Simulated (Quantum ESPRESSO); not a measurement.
# Planted mistakes on one cell of Mg2AlS3F

Calculated results; nothing here was measured. They come from pw.x of Quantum ESPRESSO 7.5, a plane-wave density functional program, with PseudoDojo standard norm-conserving files (v0.5 for PBE, v0.4.1 for LDA and PBEsol). The cells are made up: elements, strain and atom displacements were drawn at random, and nothing was relaxed. There is no spin polarisation, spin-orbit coupling or dispersion term.

The cell has 8 sites of a zincblende or diamond lattice. Sites 1 to 4 hold Mg empty Mg Al; sites 5 to 8 hold S S F S. Cell vectors in Å: (5.492, -0.028, -0.014); (-0.028, 5.400, -0.078); (-0.014, -0.078, 5.394). Settings: PBE, cutoff 1143 eV, 4 x 4 x 4 k mesh shifted by half a step, Fermi-Dirac smearing of 0.025 eV.

The intended run has a self-consistency threshold of 1e-07 eV, a smearing term of 0.000 eV, a pressure of -1.81 GPa and 10 iterations. Each further run changes one thing: all lengths scaled by 1.0055; atoms of sites 3 and 6 exchanged; cutoff 651 eV; files of PBEsol; k mesh 2 x 2 x 2; one electron added; smearing 0.53 eV; threshold 0.3 eV. A coarse mesh keeps the shift, and a charged cell sits in a uniform background.

| run | change of free energy (eV) | smearing term -TS (eV) | change of P (GPa) | largest change of a force component (eV/Å) | iterations |
| --- | --- | --- | --- | --- | --- |
| A | 6.678 | 0.000 | -1.38 | 0.046 | 10 |
| B | 0.045 | 0.000 | 0.10 | 0.024 | 10 |
| C | 0.010 | 0.000 | 0.20 | 0.078 | 4 |
| D | 7.817 | -0.006 | 6.03 | 2.942 | 12 |
| E | 11.756 | 0.000 | -59.09 | 0.095 | 10 |
| F | 0.036 | 0.000 | -0.77 | 0.098 | 10 |
| G | -0.229 | -0.819 | 0.69 | 0.279 | 10 |
| H | 5.136 | -0.005 | 10.90 | 0.911 | 10 |

A rerun of the intended cell at 1437 eV and k mesh 6 x 6 x 6 moved values by no more than 0.002 eV in the cell's energy, 0.02 GPa in stress and 0.003 eV/Å in force.

Question: which change belongs to which run?

## Worked reading

Run C has the fewest iterations, as a run stopped early does. Run G has the largest smearing term, as wide smearing gives. Run E has a higher energy and the largest fall in pressure, as too small a basis gives. Run F changes the volume by a factor of 1.0166; minus its pressure change over the logarithm of that factor, 47 GPa, is a rough bulk modulus with clamped atoms. Energies from files of another functional, or of a charged cell, have another zero and say nothing on stability; the pressure of a charged cell rests on the program's zero of potential too.

## Key

| run | change |
| --- | --- |
| A | files of PBEsol |
| B | k mesh 2 x 2 x 2 |
| C | threshold 0.3 eV |
| D | atoms of sites 3 and 6 exchanged |
| E | cutoff 651 eV |
| F | all lengths scaled by 1.0055 |
| G | smearing 0.53 eV |
| H | one electron added |